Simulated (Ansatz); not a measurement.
One stationary structure of BAs. Space group P6₃mc (No. 186), wurtzite type. All values below come from PBEsol (plane waves to 420 eV, PAW, scalar-relativistic; Ansatz, an electronic-structure program).

```cif
data_As2B2
_chemical_formula_sum 'B2 As2'
_space_group_name_H-M_alt 'P 1'
_space_group_IT_number 1
_cell_length_a 3.35434
_cell_length_b 3.35434
_cell_length_c 5.55371
_cell_angle_alpha 90.000
_cell_angle_beta 90.000
_cell_angle_gamma 120.000
loop_
_space_group_symop_operation_xyz
  'x, y, z'
loop_
_atom_site_label
_atom_site_type_symbol
_atom_site_fract_x
_atom_site_fract_y
_atom_site_fract_z
_atom_site_occupancy
B1 B 0.66667 0.33333 0.99967 1
B2 B 0.33333 0.66667 0.49967 1
As1 As 0.66667 0.33333 0.62553 1
As2 As 0.33333 0.66667 0.12553 1
```

**Question.** Give the band gap at the level PBEsol.

**Answer.** 1.02 eV, indirect (valence top at Γ, conduction bottom at M) (no spin-orbit coupling).

**Question.** Estimate the smallest direct gap that PBEsol returns for this input.

**Answer.** 2.16 eV at Γ.

No spin polarisation in the result.

The run could not lose the symmetry of its start.

The first start was generated by placing the elements on the sites of a structure type. Materials Project lists a structure of BAs in the same space group, P6₃mc (No. 186); the sites were not compared with it, nor with measured phases. Known forms of BAs include space group No. 216.
